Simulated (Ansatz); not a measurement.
AlNi3 (Cu3Au type): scan of one atom of the cell

Relaxed AlNi3 (Cu3Au type):

```xyz
4
Lattice="3.5668 0.0000 0.0000 0.0000 3.5668 0.0000 0.0000 0.0000 3.5668" Properties=species:S:1:pos:R:3 pbc="T T T"
Ni     0.0000     1.7834     1.7834
Ni     1.7834     1.7834     0.0000
Ni     1.7834     0.0000     1.7834
Al     0.0000     0.0000     0.0000
```

In each cell atom 1 (Ni, nearest neighbour Ni at 2.522 Å; its periodic images, 3.6 Å or more away, move with it) moves by s·(0.577, 0.577, 0.577) (along Cartesian [111]), the rest being held.

Computed with PBE (plane waves to 420 eV, PAW, scalar-relativistic; Ansatz, a quantum-chemistry and plane-wave program). k mesh 11×11×11 (Γ-centred), Fermi-Dirac smearing 0.05 eV. The energy includes the smearing's −TS. Compression counts positive. With partly filled bands, energies and forces of such displacements shift with the k mesh and the smearing. F∥ is the force on the atom along that direction. AlNi3 was relaxed with its symmetry unable to fall. Relaxed AlNi3 ends ferromagnetic. The magnetic order is the one the run started from; other orders were not tried. ΔE is measured from the undisplaced structure.

```csv
s (Å),ΔE (eV/cell),moment (μB/cell),F∥ (eV/Å),P (GPa)
-0.500,1.295,0.53,6.024,14.2
-0.400,0.779,0.59,4.348,8.8
-0.300,0.415,0.65,2.972,4.8
-0.200,0.177,0.69,1.833,2.1
-0.100,0.043,0.72,0.868,0.5
0.000,0.000,0.73,0.000,0.0
0.100,0.043,0.72,-0.868,0.5
0.200,0.177,0.69,-1.833,2.1
0.300,0.415,0.65,-2.972,4.8
0.400,0.779,0.59,-4.348,8.8
0.500,1.295,0.53,-6.024,14.2
```

What the scan shows:

- Energy at s = 0.500 Å: 1295 meV/cell
- Force along the line at s = -0.500 Å: 6.02 eV/Å
- Symmetry of the curve: even: the same for both signs
- Shape of the curve: a single well with its minimum at or next to zero displacement
- Force constant k = d²E/ds² at s = 0 (finite differences): 8.52 eV/Å²
- Harmonic estimate at the end of the scan: ½ks² = 1065 meV/cell against the computed 1295 meV/cell, so the well is stiffer than harmonic there

The 11 points together took roughly 28 core-minutes.

(A displaced cell: forces are minus the slopes of the energy, force constants its curvatures, and phonons follow from these.)
